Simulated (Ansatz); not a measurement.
LiCl:
```cif
data_Cl4Li4
_chemical_formula_sum 'Li4 Cl4'
_space_group_name_H-M_alt 'Fm-3m'
_space_group_IT_number 225
_space_group_name_Hall '-F 4 2 3'
_cell_length_a 5.14994
_cell_length_b 5.14994
_cell_length_c 5.14994
_cell_angle_alpha 90.000
_cell_angle_beta 90.000
_cell_angle_gamma 90.000
loop_
_atom_site_label
_atom_site_type_symbol
_atom_site_symmetry_multiplicity
_atom_site_Wyckoff_symbol
_atom_site_fract_x
_atom_site_fract_y
_atom_site_fract_z
_atom_site_occupancy
Li1 Li 4 a 0.00000 0.00000 0.00000 1
Cl1 Cl 4 b 0.50000 0.50000 0.50000 1
```
(The calculation used a cell of 2 atoms; values per cell refer to that cell.)

Relaxed with PBE. Independent-particle spectrum: no excitons, no local fields, no scissors shift; 0.1 eV broadening; ε₁ of the summed bands alone.

Question: Tabulate the dielectric function from PBE in the plane-wave PAW code Ansatz.

Answer: 

| E (eV) | ε₁ xx | ε₂ xx |
|---|---|---|
| 0.0 | 3.20 | 0.00 |
| 0.5 | 3.21 | 0.00 |
| 1.0 | 3.22 | 0.00 |
| 1.5 | 3.25 | 0.00 |
| 2.0 | 3.30 | 0.00 |
| 2.5 | 3.36 | 0.00 |
| 3.0 | 3.44 | 0.00 |
| 3.5 | 3.54 | 0.00 |
| 4.0 | 3.68 | 0.00 |
| 4.5 | 3.86 | 0.00 |
| 5.0 | 4.09 | 0.00 |
| 5.5 | 4.43 | 0.00 |
| 6.0 | 4.97 | 0.00 |
| 6.5 | 5.91 | 0.42 |
| 7.0 | 7.69 | 1.44 |
| 7.5 | 5.81 | 4.40 |
| 8.0 | 4.99 | 4.05 |
| 8.5 | 5.28 | 4.51 |
| 9.0 | 3.43 | 7.97 |
| 9.5 | 3.63 | 3.46 |
| 10.0 | 1.89 | 7.84 |
| 10.5 | 0.39 | 6.93 |
| 11.0 | -1.64 | 4.73 |
| 11.5 | -0.96 | 5.23 |
| 12.0 | -2.74 | 4.08 |

Question: From ε at 7.7 eV (xx: 5.26 + 4.20i), find n, k, the normal reflectivity and the absorption coefficient.

Answer: n = 2.45, k = 0.858, R = 22 %, α = 2kE/ħc = 670000 cm⁻¹.

With all bands, ε∞ without local fields is 3.23. DFPT, with local fields, gives 2.94.

The cell was relaxed with PBE under the symmetry of its start; phonons on a q-mesh show no instability.

Potentials: the later of the program's two PAW sets.
